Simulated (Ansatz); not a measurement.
BeS:
```
BeS
1.0
    3.44519     0.00000     0.00000
   -1.72259     2.98362     0.00000
    0.00000     0.00000    26.00000
Be S
1 1
Direct
  0.66667   0.33333   0.50000
  0.33333   0.66667   0.50000
```
Free-standing layer in the xy plane with vacuum along z and no interaction between images.

In-plane strain on the r²SCAN+D4-relaxed layer, atoms relaxed; r²SCAN+D4 (plane waves, PAW; program Ansatz). Band edges on the k-mesh, from the upper vacuum level. Strained cells keep their symmetry and size, so buckling under compression is not allowed; words on stability below refer to the unstrained layer.

```
strain x / y (%)  ΔE (meV/atom)  tension xx (N/m)  tension yy (N/m)  VBM (eV)  CBM (eV)
----------------  -------------  ----------------  ----------------  --------  --------
-4 / -4                    65.6             -5.62             -5.62     -6.67     -1.65
-2 / -2                    15.5             -2.54             -2.54     -6.68     -1.64
-1 / 0                      ___               ___               ___       ___       ___
0 / 0                       0.0              0.00              0.00     -6.69     -1.63
1 / 0                       1.3              0.80              0.31     -6.69     -1.64
2 / 2                      13.9              2.07              2.07     -6.69     -1.63
4 / 4                       ___               ___               ___       ___       ___
```

Complete the blanks.


- 4 / 4, ΔE (meV/atom): 52.8
- 4 / 4, tension xx (N/m): 3.75
- 4 / 4, tension yy (N/m): 3.75
- 4 / 4, VBM (eV): -6.68
- 4 / 4, CBM (eV): -1.63
- -1 / 0, ΔE (meV/atom): 1.3
- -1 / 0, tension xx (N/m): -0.84
- -1 / 0, tension yy (N/m): -0.33
- -1 / 0, VBM (eV): -6.69
- -1 / 0, CBM (eV): -1.66

Space group P-6m2 (h-BN-type). A constructed layer: a layer type filled with these elements; whether it has been made was not checked. It is flat by the symmetry kept. The cell was relaxed with r²SCAN+D4 under the symmetry of its start; whether a distortion lowers the energy is not shown.

Potentials: the later of the program's two PAW sets.

Edges and masses are those of Kohn–Sham bands, whose gap is no quasiparticle gap.
